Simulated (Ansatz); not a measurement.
The start is a relaxed Ti cell, doubled along one cell vector, shaken by Gaussian noise of σ = 0.08 Å a coordinate. A full variable-cell relaxation at zero pressure is run with PBE (plane waves to 420 eV, PAW, scalar-relativistic; Ansatz, an electronic-structure program). The first steps use a coarse 14×7×13 k-mesh.

Input geometry:
```yaml
crystal:
  lattice:
    - [-1.70713, 1.70713, 1.48032]
    - [3.41425, -3.41425, 2.96063]
    - [1.70713, 1.70713, -1.48032]
  atoms:
    - { symbol: Ti, position: [0.00180, 0.00255, 0.01162] }
    - { symbol: Ti, position: [0.03419, 0.48794, 0.99215] }
```

| Property | Value |
|---|---|
| Largest initial force | 0.29 eV/Å, on Ti1, Ti2 (atoms numbered as listed) |
| Energy released | 0.10 eV/atom |
| Relative to the parent | It does not go back: it reaches P6₃/mmc (No. 194), hcp (Mg type), 0.10 eV/atom below the parent |
| Band gap at the end | no gap (metallic) |
| Optimiser moves | 14 |

The end point of the relaxation:

```cif
data_Ti2
_chemical_formula_sum 'Ti2'
_space_group_name_H-M_alt 'P63/mmc'
_space_group_IT_number 194
_space_group_name_Hall '-P 6c 2c'
_cell_length_a 2.93867
_cell_length_b 2.93867
_cell_length_c 4.65015
_cell_angle_alpha 90.000
_cell_angle_beta 90.000
_cell_angle_gamma 120.000
loop_
_atom_site_label
_atom_site_type_symbol
_atom_site_symmetry_multiplicity
_atom_site_Wyckoff_symbol
_atom_site_fract_x
_atom_site_fract_y
_atom_site_fract_z
_atom_site_occupancy
Ti1 Ti 2 c 0.33333 0.66667 0.25000 1
```

Final values are on a 18×18×10 k-mesh of the relaxed cell. No spin polarisation in the result.

The run could not lose the symmetry of its start.

Of the parent cell (I4/mmm (No. 139)): it is a generated cell of Ti: the first start was made by placing the elements on the sites of a structure type, and the end was not matched to a known phase here, so it may be hypothetical. Known forms of Ti include space group No. 194.
